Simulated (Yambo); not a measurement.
Yambo run on HgO (space group P3_121, No. 152). The wavefunctions are norm-conserving PBEsol (Quantum ESPRESSO, 84 Ry, no spin-orbit coupling) ones on a 3×3×1 mesh (39 occupied bands); a = b = 3.651 Å, c = 8.829 Å, α = β = 90.00°, γ = 120.00°.

Yambo input:

```
rim_cut
HF_and_locXC
RandQpts= 1000000
RandGvec= 1 Ry
EXXRLvcs= 84 Ry
VXCRLvcs= 336 Ry
% QPkrange
 1 | 1 | 39 | 40 |
 3 | 3 | 39 | 40 |
%
```

k points by index: 1 = Γ, 3 = K.

Resulting energies as the program prints them:

```
#    K-point    Band    Eo [eV]    Ehf [eV]    Vxc [eV]    Vnlxc [eV]
#
    1    39    0.000000    -5.108427    -20.54693    -25.65536
    1    40    1.469241    3.815448    -20.62674    -18.28054
    3    39    -0.437948    -5.225323    -20.22666    -25.01404
    3    40    4.349721    9.623319    -17.20073    -11.92713
```
Exchange alone, without screening.

Geometry relaxed with PBE+D3(BJ).

The structure is a Materials Project entry; no match was found in the copy of COD used, and its stability was not checked.
